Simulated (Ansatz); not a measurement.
**Structures of AsPt: which is lowest?**

Plane-wave DFT in Ansatz with scalar-relativistic PAW potentials, cutoff 420 eV, Γ-centred meshes chosen by cell and gap, Gaussian smearing with energies taken to zero width. Every cell was relaxed (cell and atoms) in a run of its own, within the symmetry of its start. Functional: PBE.

Relaxed structures (starts from databases or built by putting these elements on another compound's sites):
A. Pmma, 4 atoms in the computed cell, a = 4.575 Å, b = 3.194 Å, c = 4.591 Å; sites (symmetry × multiplicity) As mm2 × 2, Pt mm2 × 2; start: built
B. Fm-3m, 2 atoms in the computed cell, a = 5.236 Å; sites (symmetry × multiplicity) As m-3m × 4, Pt m-3m × 4; start: built
C. Fd-3m, 4 atoms in the computed cell, a = 6.482 Å; sites (symmetry × multiplicity) As -43m × 8, Pt -43m × 8; start: built

Question: Rank them by energy. Could pressure change the order?

Answer:
| structure | group | E − E(lowest) (meV/atom) | V (Å³/atom) | gap on mesh (eV) |
| --- | --- | --- | --- | --- |
| B | Fm-3m | 0.0 | 17.95 | 0.00 |
| A | Pmma | 115 | 16.77 | 0.00 |
| C | Fd-3m | 391 | 17.02 | 0.00 |

B is lowest, 115 meV/atom under A. A is denser by 1.18 Å³/atom, so pressure favours it: ΔE/ΔV, with ΔE in eV and 1 eV/Å³ = 160.2 GPa, gives about 16 GPa for equal enthalpy if both cells were rigid; at such pressures compression changes ΔV much, so this is a scale only. Other structures may lie lower than all of these, and vibrations aren't counted.

Spin-orbit coupling is left out, which matters for the bands of heavy elements.